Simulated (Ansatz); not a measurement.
# Does relaxation matter for the field gradients of SiC with Mn replacing C?

Start: a supercell of SiC (zinc blende type, F-43m) built from a structure deposited in the COD, with all atoms left at the host's positions.

Space group F-43m (No. 216); a = 13.0740 Å.

| site | Wyckoff | site symmetry | x | y | z |
| --- | --- | --- | --- | --- | --- |
| Si1 | 16e | .3m | 0.4167 | 0.0833 | 0.4167 |
| Si3 | 24g | 2.mm | 0.7500 | 0.0833 | 0.7500 |
| Si5 | 48h | ..m | 0.7500 | 0.9167 | 0.5833 |
| Si14 | 4d | -43m | 0.7500 | 0.7500 | 0.7500 |
| Si18 | 16e | .3m | 0.0833 | 0.5833 | 0.9167 |
| Mn | 4a | -43m | 0.5000 | 0.0000 | 0.5000 |
| C29 | 48h | ..m | 0.6667 | 0.0000 | 0.6667 |
| C32 | 16e | .3m | 0.8333 | 0.8333 | 0.6667 |
| C36 | 16e | .3m | 0.1667 | 0.6667 | 0.8333 |
| C42 | 24f | 2.mm | 0.0000 | 0.6667 | 0.0000 |

One atom of each set is listed; the run and its k-mesh use a cell of 54 atoms with edges of 9.24, 9.24, 9.24 Å.

Computed with Ansatz: DFT, PBE, plane waves and PAW, scalar-relativistic, collinear spin, 420 eV cutoff, Γ-centred 3×3×3 k-points, Fermi–Dirac smearing 0.01 eV, cell charge -1. Start moments as typed (μB): 4 on each Mn, none on the rest.

The largest force at the start is 6.9 eV/Å. Relaxing the ions at fixed cell moves them by 0.207 Å at most (atom 2, Si) and 0.061 Å rms.

| site | moved (Å) | first shell before | first shell after | V_zz before (10²¹ V/m²) | η before |
| --- | --- | --- | --- | --- | --- |
| Si1 | 0.207 | 1 Mn at 1.89 Å, 3 C at 1.89 Å | 3 C at 1.87 Å, 1 Mn at 2.09 Å | -4.75 | 0.00 |
| Si3 | 0.001 | 4 C at 1.89 Å | 4 C at 1.85–1.89 Å | -0.41 | 0.36 |
| Si5 | 0.003 | 4 C at 1.89 Å | 4 C at 1.88–1.89 Å | -0.23 | 0.53 |
| Si18 | 0.002 | 4 C at 1.89 Å | 4 C at 1.89 Å | -0.047 | 0.00 |
| Mn | 0.000 | 4 Si at 1.89 Å | 4 Si at 2.09 Å | 0.00 | – |
| C29 | 0.051 | 4 Si at 1.89 Å | 4 Si at 1.85–1.88 Å | 0.18 | 0.36 |
| C32 | 0.002 | 4 Si at 1.89 Å | 4 Si at 1.89 Å | 0.069 | 0.00 |
| C36 | 0.004 | 4 Si at 1.89 Å | 4 Si at 1.89 Å | 0.050 | 0.00 |
| C42 | 0.001 | 4 Si at 1.89 Å | 4 Si at 1.89 Å | 0.025 | 0.59 |

(1) How do the gradients change?

Results:

(1) 

| site | V_zz after | η after | change of V_zz |
| --- | --- | --- | --- |
| Si1 | -3.69 | 0.00 | +1.06 |
| Si3 | -0.92 | 0.46 | -0.51 |
| Si5 | -0.30 | 0.93 | -0.07 |
| Si18 | -0.020 | 0.00 | +0.03 |
| Mn | 0.00 | – | 0.00 |
| C29 | 0.47 | 0.73 | – |
| C32 | 0.091 | 0.00 | +0.02 |
| C36 | 0.024 | 0.00 | -0.03 |
| C42 | -0.075 | 0.28 | – |

The largest change of V_zz along a kept axis is on Si1, from -4.75 to -3.69. In per cent, |V_zz| changes by -22 on Si (all sites that start above 0.5). On Si3, Si5 V_xx and V_yy change places (or their axes turn by over 50°), so the two values of η hide a larger change. On C29, C42 the largest principal value lies along another axis in the second run, so the two V_zz can't be compared directly. Other sites without a gradient aren't listed.

The defect repeats with the cell of 54 atoms, so it feels its images: sites between two images don't show the values beside a lone defect, and zeros or small values of η there can come from the images' arrangement. A uniform background compensates the cell's charge. The start moments die out, and the run ends without spin.
Before: The cell keeps the host's lattice, where the PBE pressure is 9 GPa (in a charged cell this depends on the convention for the mean potential). The neighbours have not yet relaxed around the defect (largest force 6.9 eV/Å), so the values at and beside it are those of a strained start, not of the defect in a real crystal.
After: The relaxation keeps the site symmetry -43m of the start, so the impurity can't leave its site; a start off the site could end lower. With a gap of 0.5 eV on this mesh, small gradients can still move by 0.1 × 10²¹ V/m² or more as the k-mesh gets denser. The cell keeps the host's lattice, where the PBE pressure is 7 GPa (in a charged cell this depends on the convention for the mean potential).
